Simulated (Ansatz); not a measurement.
## Does relaxation matter for the field gradients of FeN3ClO3?

Start: a refined structure from the COD, atoms as given.

Space group P6_3mc (No. 186); a = 7.1701, c = 6.0403 Å, γ = 120.00°.

| site | Wyckoff | site symmetry | x | y | z |
| --- | --- | --- | --- | --- | --- |
| Fe | 2b | 3m. | 0.6667 | 0.3333 | 0.2899 |
| N | 6c | .m. | 0.7935 | 0.5869 | 0.1828 |
| Cl | 2b | 3m. | 0.6667 | 0.3333 | 0.6626 |
| O | 6c | .m. | 0.8637 | 0.7274 | 0.0581 |

One atom of each set is listed.

The numbers come from a DFT calculation in Ansatz (PBE, plane waves and PAW, scalar-relativistic, collinear spin, 420 eV cutoff, Γ-centred 6×6×6 k-points, Fermi–Dirac smearing 0.05 eV). Start moments as typed (μB): 3 on each Fe, none on the rest.

The largest force at the start is 1.0 eV/Å. Relaxing the ions at fixed cell moves them by 0.038 Å at most (atom 10, Cl) and 0.024 Å rms.

| site | moved (Å) | first shell before | first shell after | V_zz before (10²¹ V/m²) | η before |
| --- | --- | --- | --- | --- | --- |
| Fe | 0.031 | 3 N at 1.70 Å | 3 N at 1.67 Å | -2.37 | 0.00 |
| N | 0.017 | 1 O at 1.15 Å, 1 Fe at 1.70 Å, angle 162° | 1 O at 1.15 Å, 1 Fe at 1.67 Å, angle 162° | 3.84 | 0.59 |
| Cl | 0.038 | 1 Fe at 2.25 Å | 1 Fe at 2.25 Å | 17.05 | 0.00 |
| O | 0.021 | 1 N at 1.15 Å | 1 N at 1.15 Å | -7.07 | 0.86 |

Question: How do the gradients change?

Answer: 

```csv
site,V_zz after,η after,change of V_zz
Fe,-1.69,0.00,+0.68
N,3.73,0.59,-0.11
Cl,17.78,0.00,+0.73
O,-7.17,0.92,-0.10
```

The largest change of V_zz is on Cl, from 17.05 to 17.78. In per cent, |V_zz| changes by -28 on Fe, -3 on N, +4 on Cl, +1 on O (all sites that start above 0.5).

With these PAW files V_zz is typically within 2 to 3 % of all-electron values, but misses above 10 % occur on Fe. The start moments die out, and the run ends without spin.
